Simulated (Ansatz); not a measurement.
ZnCu2GeS4 in space group I-4 (No. 82; Pearson symbol tI16), PBE in the plane-wave PAW code Ansatz. The conduction-band minimum lies at Γ, with 1 equivalent valley. Second derivatives d²E/dk² of the lowest band at one valley (eV·Å²), along Cartesian directions:…

```tsv
direction	d²E/dk²
[100]	67.75
[010]	67.75
[001]	74.80
[110]	67.73
[101]	71.25
[011]	71.25
```

Q: Find the principal effective masses, the density-of-states mass and the conductivity mass.

A: Off-diagonal terms follow from H_xy = H[110] − (H_xx + H_yy)/2, and m*/mₑ = 7.620 eV·Å² over each eigenvalue: 0.10, 0.11, 0.11. One valley's DOS mass (m₁m₂m₃)^(1/3) = 0.11, conductivity mass 3/(Σ 1/mᵢ) = 0.11 mₑ.

Q: What effective density of states Nc follows at 300 K for parabolic valleys?

A: Nc = 2.509e19 × 1 × (0.11)^(3/2) ≈ 9.2e17 cm⁻³.

The cell was relaxed with PBE under the symmetry of its start. The run is not spin-polarised. Spin–orbit coupling is left out wherever it is not named.

Potentials: the later of the program's two PAW sets.

Edges and masses are those of Kohn–Sham bands, whose gap is no quasiparticle gap.
